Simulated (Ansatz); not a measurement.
Structure relaxation, Si

The start is a relaxed Si cell, doubled along one cell vector, shaken by Gaussian noise of σ = 0.08 Å a coordinate. Cell shape, volume and atoms are optimised at zero target pressure with r2SCAN (plane waves to 500 eV, PAW, scalar-relativistic; Ansatz, an electronic-structure program). First-step values are on the input's coarse k-mesh.

Ansatz input (later rounds restart from its end on a renewed k-mesh):
Ansatz 0.2 input:
```yaml
crystal:
  lattice:
    - [-1.6561826884, 1.6561826884, 1.2812846186]
    - [3.3123653768, -3.3123653768, 2.5625692372]
    - [1.6561826884, 1.6561826884, -1.2812846186]
  atoms:
    - { symbol: Si, position: [-0.0020436341, -0.0123628133, -0.0236023936] }
    - { symbol: Si, position: [-0.0165504512, 0.4986227778, -0.0378927351] }
basis: { ecutwfc: 500, ecutrho_ratio: 4, xc_grid: 4, fft_grid_basis: typed }
kpoints: { mp_grid: { grid: [11, 6, 10] } }
hamiltonian:
  xc: r2scan
  dispersion: none
  pseudopotentials: { kind: paw }
scf: { occupations: { method: fermi_dirac, width: 0.05 } }
relax: { f_tol: 0.01, max_steps: 100, cell: { stress_tol: 0.02 } }
output: { forces: true, stress: true }
```

```json
{
 "largest_initial_force": "about 0.2 eV/Å, on Si1, Si2 (atoms numbered as listed)",
 "energy_released": "0.23 to 0.25 eV/atom (the two k-meshes of the run give this range)",
 "volume_change": "+6.3 %, from 14.06 to 14.95 Å³/atom",
 "Shortest distances (start → end)": "The closest pairs of elements (up to four, under 3.6 Å), start → end: Si–Si 2.54 → 2.47 Å",
 "band_gap_at_the_end": "no gap (metallic)",
 "optimiser_moves": "44"
}
```

Final values are on a 19×19×17 k-mesh of the relaxed cell. No spin polarisation in the result.

The run could not lose the symmetry of its start, so the end can be a saddle point.

The relaxed structure here is a generated cell of Si: the first start was made by placing the elements on the sites of a structure type, and the end was not matched to a known phase here, so it may be hypothetical. Known forms of Si include space group No. 227.
